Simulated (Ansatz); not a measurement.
The start is a generated trial cell of Hf in the beta-Sn structure type. The cell and all atomic positions are relaxed at zero pressure with r2SCAN (plane waves to 500 eV, PAW, scalar-relativistic; Ansatz, an electronic-structure program). The first steps use a coarse 12×12×12 k-mesh.

Input geometry:
```
Hf
1.0
   -2.78491     2.78491     1.51948
    2.78491    -2.78491     1.51948
    2.78491     2.78491    -1.51948
Hf
2
Direct
  0.75000   0.25000   0.50000
  0.00000   0.00000   0.00000
```

### Question
How does the volume per atom move from start to end?

### Answer
-3.0 %, from 23.57 to 22.86 Å³/atom.

### Question
How do the shortest distances between atoms change?

### Answer
The closest pairs of elements (up to four, under 3.6 Å), start → end: Hf–Hf 2.89 → 2.86 Å.

### Question
What band gap does the relaxed structure have at this level?

### Answer
Zero (metallic).

### Question
What does it relax into? Give the structure.

### Answer

Space group I4₁/amd, origin choice 1 (No. 141); a = 5.518 Å, b = 5.518 Å, c = 3.003 Å, α = 90.00°, β = 90.00°, γ = 90.00°

```
atom  site  symmetry       x       y       z
----  ----  --------  ------  ------  ------
Hf      4a      -4m2  0.0000  0.0000  0.0000
```
(The calculation used a cell of 2 atoms; values per cell refer to that cell.)

The space group stays I4₁/amd (No. 141) (the run could not lower it); the end is AFLOW prototype A_tI4_141_a (A5, as in Sn), with 2 atoms in the primitive cell. Final values are on a 18×18×18 k-mesh of the relaxed cell. No spin polarisation in the result.

The run could not lose the symmetry of its start, so the end can be a saddle point.

All atoms sit on sites fixed by symmetry, so only the cell could relax.

The relaxed structure here is a generated cell of Hf: the first start was made by placing the elements on the sites of a structure type, and the end was not matched to a known phase here, so it may be hypothetical. Known forms of Hf include space group No. 194.
